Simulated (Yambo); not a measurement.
Yambo run on SrAgSF (space group P4/nmm, No. 129). The wavefunctions are norm-conserving LDA (Quantum ESPRESSO, 86 Ry, without SOC) ones on a 4×4×1 mesh (42 occupied bands); a = 4.109 Å, b = 4.109 Å, c = 9.130 Å, α = 90.00°, β = 90.00°, γ = 90.00°.

Yambo input:

```
rim_cut
gw0
dyson
el_el_corr
HF_and_locXC
ppa
em1d
RandQpts= 1000000
RandGvec= 1 Ry
FFTGvecs= 10 Ry
EXXRLvcs= 86 Ry
VXCRLvcs= 344 Ry
Chimod= "HARTREE"
% BndsRnXp
 9 | 181 |
%
NGsBlkXp= 6 Ry
% LongDrXp
 1.0 | 1.0 | 1.0 |
%
PPAPntXp= 27.2114 eV
% GbndRnge
 1 | 181 |
%
GTermKind= "BG"
DysSolver= "n"
ExtendOut
% QPkrange
 1 | 1 | 42 | 43 |
%
```

k points by index: 1 = Γ.

Table of the .qp output:

```
#    K-point    Band    Eo [eV]    E [eV]    E-Eo [eV]    Vxc [eV]    Vnlxc [eV]    Sc|Eo [eV]    Sc|E [eV]    dSc/dw|Eo [eV]    Re(Z)    Im(Z)
#
    1    42    0.000000    -0.159947    -0.159947    -13.36946    -15.29157    1.724820    1.762160    -6.348532    0.810827    -0.001528
    1    43    1.013720    1.709640    0.695920    -10.99725    -6.812412    -3.337212    -3.488918    -5.931114    0.821040    -0.001240
```
(The two width columns are left out.) Convergence of these settings isn't established.

Geometry of the Materials Project entry, not relaxed at this level.

The structure is a Materials Project entry; no match was found in the copy of COD used, and its stability was not checked.
